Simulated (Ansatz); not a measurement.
Two states of CoSiNi2S4

```
Co Si Ni S
1.0
     0.00000    5.26006    0.00000
     5.26006    0.00000    0.00000
     2.63003    2.63003   -5.15375
Co Si Ni S
1 1 2 4
Direct
  0.00000 0.00000 0.00000
  0.50000 0.50000 0.00000
  0.75000 0.25000 0.50000
  0.25000 0.75000 0.50000
  0.39310 0.39310 0.75340
  0.60690 0.14650 0.24660
  0.85350 0.85350 0.75340
  0.14650 0.60690 0.24660
```

Single point in Ansatz 0.2.0 with PBE, with U = 5.64 eV and J = 0.84 eV on Ni d (all-electron-ortho-atomic projectors). Cutoff 420 eV, PAW datasets, 5×5×5 Γ-centred k mesh, fermi-dirac filling (width 0.1 eV).

State A: Co1 up, Ni3 down, Ni4 down (collinear spin). State B: Co1 up, Ni3 up, Ni4 up (collinear spin).

Q: Which state is lower, and how do they differ?

A: State B is lower by 4.8 meV an atom at zero smearing; in free energy at this smearing B lies -3.3 meV an atom from A. So small a gap isn't resolved on this mesh where a state is a metal.

```csv
state,free energy (meV/atom),largest moment in a small sphere (μB),net moment (μB/cell),gap on mesh (eV),pressure (GPa),largest force (eV/Å)
A,3.3,2.16,0.87,0.06 (under the smearing),1.9,0.92
B,0.0,2.18,4.97,0.26,2.1,1.01
```

Origin: a known structure type with other elements, at an estimated volume, so it need not be a known compound. Caveats: the state breaks the symmetry of the cell; another magnetic order, which this cell may not hold, can open a gap; the gap is not wide against the smearing.
